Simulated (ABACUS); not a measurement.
Input and output of a self-consistent single point for Pt (Fm-3m, 1 atom in the cell; from Materials Project mp-126) (ABACUS).

All values come from this method and carry its errors: PBE, PseudoDojo 0.5 standard norm-conserving PBE (tails mended) pseudopotentials (plane waves; ABACUS 3.10.1).

```
Pt
1.0
    0.00000     1.97158     1.97158
    1.97158     0.00000     1.97158
    1.97158     1.97158     0.00000
Pt
1
Direct
  0.00000   0.00000   0.00000
```

Reference input (self-consistent single point, DFT, PBE, plane waves, PseudoDojo 0.5 standard norm-conserving PBE (tails mended) pseudopotentials): KPT = MP 19 19 19 0 0 0; basis_type = pw; dft_functional = PBE; ecutwfc = 84 Ry; smearing_method = gaussian; smearing_sigma = 0.0146997 Ry; potentials = PseudoDojo 0.5 standard norm-conserving PBE (tails mended); symmetry = 1; symmetry_prec = 1e-05; ks_solver = dav; scf_nmax = 100; scf_thr = 1.0e-09 Ry. This run's input differs from it in these lines:

```diff
@@ -41,4 +41,4 @@
 0
-MP
-19 19 19 0 0 0
+Gamma
+4 4 4 0 0 0
```

Output, abridged:

```
 SELF-CONSISTENT
 -------------------------------------------
                                 init_chg = atomic

 PW ALGORITHM --------------- ION=   1  ELEC=   1--------------------------------
 Notice: Threshold on eigenvalues was too large.

 Density error is 0.0721895697137
                          Error Threshold = 0.000404189397383
 E_KohnSham     -261.1885055145      -3553.6519271022
 E_Fermi        1.7914823206         24.3743674263

 PW ALGORITHM --------------- ION=   1  ELEC=   2--------------------------------

 Density error is 0.00601218206566
                          Error Threshold = 0.000401053165076
   [... lines left out ...]

 Density error is 2.40360687704e-07
                          Error Threshold = 5.23509144924e-09
 E_KohnSham     -261.1948296885      -3553.7379719034
 E_Fermi        1.7137127934         23.3162587262

 PW ALGORITHM --------------- ION=   1  ELEC=   7--------------------------------

 Density error is 4.38408927463e-10
                          Error Threshold = 1.33533715391e-09
 E_KohnSham     -261.1948297280      -3553.7379724401
 E_KS(sigma->0) -261.1930594323      -3553.7138863317
 E_entropy(-TS) -0.0035405914        -0.0481722169
 E_Fermi        1.7137851478         23.3172431582
 charge density convergence is achieved
 final etot is -3553.7379724 eV
 EFERMI = 23.317243158 eV

 STATE ENERGY(eV) AND OCCUPATIONS    NSPIN == 1
   [... 16 lines left out ...]

 TOTAL-FORCE (eV/Angstrom)
                       Pt1         0.0000000000         0.0000000000         0.0000000000

 TOTAL-STRESS (KBAR)
        30.4144916454        -0.0000000000         0.0000000000
        -0.0000000000        30.4144916454         0.0000000000
        -0.0000000000         0.0000000000        30.4144916454
 TOTAL-PRESSURE: 30.414492 KBAR

 --------------------------------------------
 !FINAL_ETOT_IS -3553.7379724401439489 eV
 --------------------------------------------
```

The run converged in 7 iterations. Against the reference run the free energy drops by 120 meV/atom and the pressure goes from 4.93 to 3.04 GPa.

This run is one point of a test of settings, so its values need not be converged; read them against the reference run alone. The structure comes from a collection of computed structures, made at another level of theory; the collection holds predicted forms beside known ones. No clean gap shows at this smearing width and mesh (spacing up to 0.69 Å⁻¹); the mesh is coarse for partly filled bands, so the values carry mesh errors.

“Tails mended”: in these copies of the files the far tail of each local potential was reset to the Coulomb form.
